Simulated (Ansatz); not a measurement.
# Ag$_{2}$Sb: relaxation (Ansatz)

Input:

```yaml
crystal:
  lattice:
    - [4.287048, 0.0, 0.0]
    - [0.0, 4.287048, 0.0]
    - [0.0, 0.0, 6.541376]
  atoms:
    - { symbol: Ag, position: [0.0, 0.0, 0.0] }
    - { symbol: Ag, position: [0.5, 0.5, 0.0] }
    - { symbol: Sb, position: [0.5, 0.0, 0.7] }
    - { symbol: Sb, position: [0.0, 0.5, 0.3] }
    - { symbol: Ag, position: [0.5, 0.0, 0.27] }
    - { symbol: Ag, position: [0.0, 0.5, 0.73] }
  symmetry: { tolerance: 0.0003 }
kpoints:
  mp_grid: { grid: [8, 8, 5], shift: [0, 0, 0] }
magnetization:
  spin_polarized: false
scf:
  occupations: { method: fermi_dirac, width: 0.0273 }
  lower_state_search: "off"
hamiltonian:
  pseudopotentials: { kind: paw }
  xc: pbe
basis:
  ecutwfc: 420
  fft_grid_basis: typed
relax:
  max_steps: 60
  f_tol: 0.03
output:
  forces: true
  stress: true
  eigenvalues: true
  bader: true
  populations: true
  elf: true
  write_potential: true
  volumetric_format: npy
  dos:
    e_range: [-12, 8]
    de: 0.05
    projected: { site_lists: { Ag: [Ag], Sb: [Sb] } }
checkpoint:
  read: saved_state
```

The command:

```bash
ansatz run input.yaml --threads 2 --pin off --max-ram 2560MiB --backend cpu --events-out ev --progress --plain --runs-dir out
```

Origin of the cell: a known structure type with other elements, at an estimated volume, so it need not be a known compound.

The saved state is a converged single point of the same cell.

Excerpt of the output:

```
Warning: output.stress: scf.convergence.dr2_threshold = 1e-7 eV (the SCF's general default) is looser than the 6e-10 eV advised for a printed stress (1e-10 eV for each atom of the cell: 6). W […]
Pseudopotentials: kind: paw
Pseudopotential: Ag, paw, valence charge 19, recommended cutoff 420 eV (normal), Ag.paw.azcp
Pseudopotential: Sb, paw, valence charge 15, recommended cutoff 420 eV (normal), Sb.paw.azcp
Functional definition: PBE
  exchange = pbe_x(kappa = kappa, mu = beta*pi^2/3)
  correlation = pbe_c(beta = beta)
Crystal: 6 atoms, lattice volume = 120.223 Å³
Basis set: ecut = 420 eV, 2301 PW (Γ), exchange–correlation on 60×60×90 points (8 copies of the dense FFT grid, shifted against one another)
Bands: 64, of which v1, the nominal top of the filled ones, is band 53 counted from 1 (52 counted from 0)
Symmetry: 16 space group operations
[… 7 lines left out …]
Initial density: read from a saved state, or passed on in memory by an earlier SCF of this step, an earlier step, the calling program or the single point that the run made first
Functional: x = pbe(κ = 0.804, μ = 0.219515), c = pbe(β = 0.066725)
SCF iter   1: F=—  HF=-43330.647805 eV  Δρ=1.15e-3  dr2=3.79e-3
SCF iter   2: F=—  HF=-43330.647942 eV  Δρ=1.10e-3  dr2=2.40e-3
SCF iter   3: F=—  HF=-43330.647318 eV  Δρ=2.46e-4  dr2=1.07e-4
SCF iter   4: F=—  HF=-43330.647304 eV  Δρ=6.98e-5  dr2=6.36e-6
SCF iter   5: F=—  HF=-43330.647335 eV  Δρ=1.71e-5  dr2=2.81e-7
SCF iter   6: F=-43330.647335 eV  HF=-43330.647335 eV  Δρ=5.36e-6  dr2=2.85e-8
relax step   1: F+E_penalty+E_count = -43330.647335 eV  Δ(F+E_penalty+E_count) = +0.000e0 eV  max|allowed force component| = 7.707e-1 eV/Å  Δτ_max = 0.0000 Å  (6 SCF iters, accepted)
relax step   2: F+E_penalty+E_count = -43330.672948 eV  Δ(F+E_penalty+E_count) = -2.561e-2 eV  max|allowed force component| = 7.508e-1 eV/Å  Δτ_max = 0.1627 Å  (6 SCF iters, dr2 threshold 3.71e-5 eV, accepted)
relax step   3: F+E_penalty+E_count = -43330.732303 eV  Δ(F+E_penalty+E_count) = -5.935e-2 eV  max|allowed force component| = 8.542e-2 eV/Å  Δτ_max = 0.0582 Å  (4 SCF iters, dr2 threshold 3.52e-5 eV, accepted)
relax step   4: F+E_penalty+E_count = -43330.734258 eV  Δ(F+E_penalty+E_count) = -1.955e-3 eV  max|allowed force component| = 1.754e-2 eV/Å  Δτ_max = 0.0228 Å  (6 SCF iters, accepted)
SCF 4 converged in 6 iterations: F = -43330.734258 eV  dr2 = 1.32e-8
SCF converged after 6 iterations
Free energy (F): -43330.734258 eV
Harris-Foulkes:  -43330.734258 eV  (|F-HF|=6.55e-9)
Internal energy: -43330.726998 eV  (E = F + TS)
E sigma→0 (E₀):  -43330.730628 eV
Entropy (-TS):   -0.007260 eV (-1.210 meV/atom)
Fermi energy:    15.303340 eV
--- Per-component energies (eV) ---
  E_band       = -1312.157556
  E_kinetic    = 2527.481259
  E_local      = -13304.061620  (includes V_loc(G=0)·N_el)
  E_nonlocal   = 1045.014874
  E_hartree    = 6095.512462
  E_xc         = -1018.919594
  E_vxc        = -1135.764522  (∫ρ·V_xc dr)
  E_paw        = -24759.508474  (= ΣΔE_a)
  E_vpaw       = -2635.847612  (= ΣTr[D̂ρ^β])
  E_aug_tail   = 0.001230  (compensation charges beyond the density's cutoff)
  E_ewald      = -13916.247134
  E_smearing   = -0.007260  (= −TS)
  Σ components = -43330.734258   (vs F -43330.734258, Δ=0.00e0)
--- Forces (eV/Å), atoms counted from 1 ---
  atom   1  Ag     0.000000     0.000000     0.000000
  atom   2  Ag    -0.000000     0.000000     0.000000
  atom   3  Sb    -0.000000     0.000000     0.000736
  atom   4  Sb     0.000000     0.000000    -0.000736
  atom   5  Ag     0.000000     0.000000     0.017539
  atom   6  Ag    -0.000000     0.000000    -0.017539
  max |Σ_I F_I| component: 3.47e-18 eV/Å
--- Stress (GPa, compression-positive) ---
        5.957171       0.000000      -0.000000
        0.000000       5.957171      -0.000000
       -0.000000      -0.000000       9.021438
  P = ⅓ Tr σ = 6.9786 GPa (69.786 kbar)
--- Relaxed structure (4 steps of the walk, 4 accepted, 0 SCFs on fresh bases) ---
  F+E_penalty+E_count = -43330.734258 eV   max|allowed force component| = 1.754e-2 eV/Å
  atoms:
    - { symbol: Ag, position: [0.0, 0.0, -3.535e-19] }
    - { symbol: Ag, position: [0.5, 0.5, -3.535e-19] }
    - { symbol: Sb, position: [0.5, 0.0, 0.701450] }
    - { symbol: Sb, position: [0.0, 0.5, 0.298550] }
    - { symbol: Ag, position: [0.5, 0.0, 0.287315] }
    - { symbol: Ag, position: [0.0, 0.5, 0.712685] }
--- Löwdin populations: 6 sites ---
  site symbol       q [e]
     0     Ag     18.5726
     1     Ag     18.5726
     2     Sb     15.5502
     3     Sb     15.5502
     4     Ag     18.5787
     5     Ag     18.5787
  spilling = 0.005633 (of n_electrons = 106.000000)
--- Bader charges: 6 sites ---
  site symbol  charge [e]  shift [e]
     0     Ag     -0.0760     0.0000
     1     Ag     -0.0760     0.0000
     2     Sb      0.1566     0.0002
     3     Sb      0.1566     0.0002
     4     Ag     -0.0806     0.0002
     5     Ag     -0.0806     0.0002
  estimated error of the sums over rays = 5.2e-4 e
```

Before:

Space group P4/nmm (No. 129); the run's cell has a = 4.287 Å, b = 4.287 Å, c = 6.541 Å, α = 90.00°, β = 90.00°, γ = 90.00°. Shortest distances: Ag–Ag 2.78 Å, Ag–Sb 2.81 Å.

After:

Space group P4/nmm (No. 129); the run's cell has a = 4.287 Å, b = 4.287 Å, c = 6.541 Å, α = 90.00°, β = 90.00°, γ = 90.00°. Shortest distances: Ag–Sb 2.71 Å, Ag–Ag 2.85 Å.

```yaml
Free_energy_lowered_by: 14.5 meV/atom
Final_pressure: 6.98 GPa
Relaxation_steps_listed: 4
```

Caveats: no spin-orbit coupling, though heavy elements are present; the SCF threshold is looser than advised for a stress; the relaxation held the start's symmetry, so the end may be a saddle point.

Time: 69 s on 2 threads of Arm Neoverse V1, on a shared host, peak memory 0.58 GiB, from a saved density.
